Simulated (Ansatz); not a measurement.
Co$_{2}$SiB$_{2}$:
```yaml
crystal:
  lattice:
    - [1.50320, -5.23172, 0.00000]
    - [1.50320, 5.23172, 0.00000]
    - [0.00000, 0.00000, 2.73435]
  atoms:
    - { symbol: Si, position: [0.00000, 0.00000, 0.00000] }
    - { symbol: Co, position: [0.36389, 0.63611, 0.50000] }
    - { symbol: Co, position: [0.63611, 0.36389, 0.50000] }
    - { symbol: B, position: [0.20637, 0.79363, 0.00000] }
    - { symbol: B, position: [0.79363, 0.20637, 0.00000] }
```

Relaxed with PBE. Special points in fractions of this cell's reciprocal vectors: Γ (0.000, 0.000, 0.000); Y (-0.500, 0.500, 0.000); C0 (-0.271, 0.729, 0.000); Σ0 (0.271, 0.271, 0.000); Z (0.000, 0.000, 0.500); A0 (0.271, 0.271, 0.500); E0 (-0.271, 0.729, 0.500); T (-0.500, 0.500, 0.500); S (0.000, 0.500, 0.000); R (0.000, 0.500, 0.500).

Question: List the band energies nearest the Fermi level at these points for the program Ansatz at the PBE level (PAW).

Answer: In eV from the Fermi level; about four levels below and three above (degenerate sets whole), none deeper than 8.9 eV; points with the same levels are listed once.

```json
[
 {"k": "Γ", "below": "-1.39 -1.22 -0.62 -0.33", "above": "1.04 2.34 3.79"},
 {"k": "Y", "below": "-1.56 -1.32 -1.14 -0.09", "above": "0.80 2.13 4.57"},
 {"k": "C0", "below": "-1.05 -1.00 -0.99 -0.71", "above": "1.95 3.12 5.22"},
 {"k": "Z", "below": "-1.91 -1.54 -0.58 -0.28", "above": "1.15 1.68 2.22"},
 {"k": "A0", "below": "-1.49 -0.82 -0.72 -0.38", "above": "0.06 1.49 2.01"},
 {"k": "T", "below": "-2.13 -0.96 -0.37 -0.23", "above": "1.49 1.58 2.36"},
 {"k": "S", "below": "-1.14 -1.02 -0.88 -0.75", "above": "1.92 3.67 5.44"},
 {"k": "R", "below": "-1.38 -0.76 -0.73 -0.43", "above": "0.03 1.47 1.97"}
]
```

Space group Cmmm. The start of the workflow was typed in or built on a structure type; neither database checked (COD, Materials Project) lists it. Its standing as an ambient phase is unchecked. Symmetry was held in the PBE relaxation; its stability against distortions is not shown here. The workflow began spin-polarised and lost its moments.

Potentials: the earlier of the program's two PAW sets.
